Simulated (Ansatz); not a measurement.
CdPS3:
```cif
data_Cd2P2S6
_chemical_formula_sum 'Cd2 P2 S6'
_space_group_name_H-M_alt 'P 1'
_space_group_IT_number 1
_cell_length_a 7.22872
_cell_length_b 7.22872
_cell_length_c 7.22872
_cell_angle_alpha 50.020
_cell_angle_beta 50.020
_cell_angle_gamma 50.020
loop_
_space_group_symop_operation_xyz
  'x, y, z'
loop_
_atom_site_label
_atom_site_type_symbol
_atom_site_fract_x
_atom_site_fract_y
_atom_site_fract_z
_atom_site_occupancy
Cd1 Cd 0.32551 0.32551 0.32551 1
Cd2 Cd 0.67449 0.67449 0.67449 1
P1 P 0.05884 0.05884 0.05884 1
P2 P 0.94116 0.94116 0.94116 1
S1 S 0.76141 0.39842 0.10564 1
S2 S 0.10564 0.76141 0.39842 1
S3 S 0.39842 0.10564 0.76141 1
S4 S 0.23859 0.60158 0.89436 1
S5 S 0.89436 0.23859 0.60158 1
S6 S 0.60158 0.89436 0.23859 1
```

Relaxed with LDA. 

### Question
HSE06 on this cell (Ansatz, an electronic-structure program, PAW) gives a gap of 3.16 eV. What does LDA give?

### Answer
1.82 eV.

Cost on shared cores: the LDA run (SCF on a 6×6×6 mesh, then bands and DOS) about 5 core-minutes (a rough figure), the HSE06 run (SCF on 3×3×3, then a few points) roughly 10 core-minutes; the tasks are unlike.

Space group R-3. The workflow started from an entry of the Crystallography Open Database (COD); the relaxed space group is not among those it files for this formula. COD files the formula under space group No. 146. Whether it is the stable phase at ambient conditions was not checked. The LDA relaxation kept the symmetry of its start; its stability against distortions is not shown here. A crystal of weakly bound layers computed without a dispersion correction: the cell and the soft elastic constants depend strongly on that. Scalar-relativistic: spin–orbit coupling is off unless named, which matters more the heavier the elements.

Potentials: the later of the program's two PAW sets.

Ansatz is a plane-wave DFT program.
